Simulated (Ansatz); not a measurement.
Cu Kα1 powder pattern (kinematic, no thermal factors).
| 2θ (°) | relative intensity |
| --- | --- |
| 20.42 | 100 |
| 29.03 | 41 |
| 35.75 | 6 |
| 41.52 | 24 |
| 46.69 | 42 |
| 51.46 | 17 |
| 60.17 | 15 |
| 64.24 | 19 |
| 68.17 | 8 |
| 72.00 | 3 |
| 75.75 | 5 |
| 79.44 | 8 |
| 83.08 | 9 |

The pattern is computed from a structure relaxed with Ansatz, DFT PBE, scalar-relativistic, plane waves, PAW. No spin polarisation. Its elements are Cd, F, Te.

**Question.** Give the structure.

**Answer.** CdTeF6.
Space group Fm-3m (No. 225). a = 8.693 Å, b = 8.693 Å, c = 8.693 Å, α = 90.00°, β = 90.00°, γ = 90.00°
| atom | site | symmetry | x | y | z |
| --- | --- | --- | --- | --- | --- |
| Cd | 4a | m-3m | 0.0000 | 0.0000 | 0.0000 |
| Te | 4b | m-3m | 0.5000 | 0.0000 | 0.0000 |
| F | 24e | 4m.m | 0.2597 | 0.0000 | 0.0000 |

A pattern alone doesn't exclude other cells with like lines; this is the one computed.

It was reached by relaxing an invented guess, and it needn't be the stable form of this composition.
